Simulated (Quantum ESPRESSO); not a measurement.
CO2 (Pa-3) under strain

```
CO2
1.0
    5.49707     0.00000     0.00000
    0.00000     5.49707     0.00000
    0.00000     0.00000     5.49707
C O
4 8
Direct
  0.00000   0.00000   0.00000
  0.50000   0.00000   0.50000
  0.50000   0.50000   0.00000
  0.00000   0.50000   0.50000
  0.12254   0.12254   0.12254
  0.87746   0.87746   0.87746
  0.37746   0.87746   0.62254
  0.62254   0.12254   0.37746
  0.62254   0.37746   0.87746
  0.37746   0.62254   0.12254
  0.87746   0.62254   0.37746
  0.12254   0.37746   0.62254
```
Geometry: a computed entry of the Materials Project; it was not checked against measured cells. It is CO2 in Pa-3; whether this form has been observed was not checked. Stability against distortions was not tested.

Isotropic strain: all lattice vectors are scaled together, so the volume changes by about three times as much; fractional positions kept.

Method: field gradients by PBE PAW (JTH datasets; density from pw.x of a modified build of Quantum ESPRESSO, gradients reconstructed from it by a script), 22.5 Ha, k-mesh 4×4×4 through Γ. Values are those of the named site's first atom. Cores are frozen. Against all-electron runs on small test molecules, this scheme's |Vzz| missed by +9 % on C, −2 to +6 % on O. The structure is static (0 K, no zero-point motion).

Unchanged cell: Vzz C (a.u.) = -0.518, Vzz O (a.u.) = 0.719.

Question: How do these values move along the path (lattice scale factor: 0.98, 1.02)?

Answer: 
```csv
lattice scale factor,Vzz C (a.u.),Vzz O (a.u.)
0.98,-0.534,0.608
1,-0.518,0.719
1.02,-0.502,0.831
```
